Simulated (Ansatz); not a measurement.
CeO2 (fluorite)

```
CeO2
1.0
    0.00000     2.69903     2.69903
    2.69903     0.00000     2.69903
    2.69903     2.69903     0.00000
Ce O
1 2
Cartesian
  0.00000   0.00000   0.00000
  1.34951   1.34951   1.34951
  4.04854   4.04854   4.04854
```

E(V) scan at fixed shape, V₀ the volume above. Symmetry pins the atoms to their sites.

All values below come from PBEsol (plane waves to 420 eV, PAW, scalar-relativistic; Ansatz, an electronic-structure program). k mesh 11×11×11 (Γ-centred), Fermi-Dirac smearing 0.05 eV. The energy includes the smearing's −TS. Compression counts positive. CeO2 is run without spin polarisation. CeO2 was relaxed with its symmetry unable to fall. The filling of the f shell was not checked against other fillings, so treat energies with care. The zero of ΔE is the relaxed starting cell.

```
V (Å³/atom)  ΔE (meV/atom)
-----------  -------------
11.011               275.0
11.360               180.8
11.710               109.6
12.059                58.5
12.409                24.7
12.758                 5.9
13.108                 0.0
13.457                 5.3
13.807                20.4
14.156            withheld
14.506                74.4
14.856               111.2
15.205               153.5
```

Task: Fit a third-order Birch-Murnaghan form (E₀, V₀, B₀, B₀′ free) to the given rows and predict ΔE at V = 14.156.

Result: Least squares on the 12 given rows: ΔE = E₀ + (9V₀B₀/16)·y²·[2 + (B₀′ − 4)y], y = (V₀/V)^(2/3) − 1, with V₀ = 13.109 Å³/atom, B₀ = 191.7 GPa (160.2 GPa = 1 eV/Å³; the term in eV is multiplied by 1000), B₀′ = 4.41, E₀ = 0.05 meV/atom; root-mean-square residual 0.07 meV/atom. At 14.156 the fit gives 43.6 meV/atom; the calculation gives 43.8 meV/atom, so the interpolation is off by -0.2 (-0.5 %). For the pressure the fit gives -12.4 GPa against the computed -12.5 GPa.

(A scan under strain: stresses follow from slopes of the energy per volume, elastic moduli from its curvatures.)
